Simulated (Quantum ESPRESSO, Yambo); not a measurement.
## Levels of theory for the gap of BaHI

BaHI (space group P4/nmm, No. 129): one geometry, one set of norm-conserving PBEsol (Quantum ESPRESSO, 72 Ry, with spin-orbit coupling) orbitals, self-energies from Yambo (2×2×2 Γ-centred k mesh, 358 bands and a 6 Ry block in the screening, 358 bands in G with the Bruneval-Gonze terminator, plasmon pole fitted at 27.2 eV).

The geometry is that of Materials Project entry mp-23862, symmetrised and not relaxed again.

| level | gap Z → Z (eV) | rough Yambo cost |
|---|---|---|
| PBEsol (Quantum ESPRESSO) | 2.55 | – |
| exchange only (Hartree-Fock self-energy on PBEsol orbitals) | 9.28 | about 1/20 (11 states) |
| static COHSEX@PBEsol | 4.75 | within a factor of two (2 states) |
| G0W0@PBEsol, plasmon pole | 3.96 | 1 (11 states) |

Bare exchange has no screening and gives the widest gap; static COHSEX screens it but leaves out the frequency dependence, which G0W0 restores.

Costs are rough ratios of core time on shared machines.

Nearest settings tried, and what they do to the gap: 228 bands in W, 228 bands in G: -12 meV; 5 Ry block (223 vectors against 311): -64 meV. Not varied: mesh. So the settings aren't converged at that level. The k mesh is coarse.
